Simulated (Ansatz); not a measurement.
NbSe2I2:
```yaml
crystal:
  lattice:
    - [3.49046, 5.94427, 0.00000]
    - [-3.49046, 5.94427, 0.00000]
    - [-2.23066, 0.00000, 6.80353]
  atoms:
    - { symbol: Nb, position: [0.87778, 0.87778, 0.00000] }
    - { symbol: Nb, position: [0.12222, 0.12222, 0.00000] }
    - { symbol: Se, position: [0.88389, 0.11611, 0.68140] }
    - { symbol: Se, position: [0.11611, 0.88389, 0.31860] }
    - { symbol: Se, position: [0.67715, 0.32285, 0.87488] }
    - { symbol: Se, position: [0.32285, 0.67715, 0.12512] }
    - { symbol: I, position: [0.44635, 0.96098, 0.76193] }
    - { symbol: I, position: [0.55365, 0.03902, 0.23807] }
    - { symbol: I, position: [0.96098, 0.44635, 0.23807] }
    - { symbol: I, position: [0.03902, 0.55365, 0.76193] }
```

Relaxed with LDA. Special points in fractions of this cell's reciprocal vectors: Γ (0.000, 0.000, 0.000); Y (0.500, 0.500, 0.000); M (0.500, 0.500, 0.500); A (0.000, 0.000, 0.500); L2 (0.000, 0.500, 0.500); V2 (0.000, 0.500, 0.000).

**Question.** List the band energies nearest the valence-band maximum at these points for plane-wave PAW LDA (Ansatz code).

**Answer.** In eV from the valence-band maximum; about four levels below and three above (degenerate sets whole), none deeper than 8.9 eV; points with the same levels are listed once.

```csv
k,below,above
Γ,-0.92 -0.89 -0.62 -0.33,0.85 1.71 1.75
Y,-1.12 -0.87 -0.61 -0.38,0.78 1.83 1.87
M,-1.10 -0.92 -0.90 -0.11,0.78 1.58 1.65
A,-1.11 -0.91 -0.84 -0.21,1.24 1.68 1.97
L2,-1.25 -1.02 -0.83 -0.16,1.01 1.43 1.85
V2,-1.24 -1.21 -0.91 -0.01,1.40 1.55 1.78
```

Space group C2/m. The workflow started from a Materials Project entry (that database holds measured and hypothetical structures alike); the Crystallography Open Database copy checked does not list it. Its standing as an ambient phase is unchecked. The LDA relaxation kept the symmetry of its start; its stability against distortions is not shown here. The run is not spin-polarised. A crystal of weakly bound layers computed without a dispersion correction: the cell and the soft elastic constants depend strongly on that. Spin–orbit coupling is left out wherever it is not named.

Potentials: the later of the program's two PAW sets.
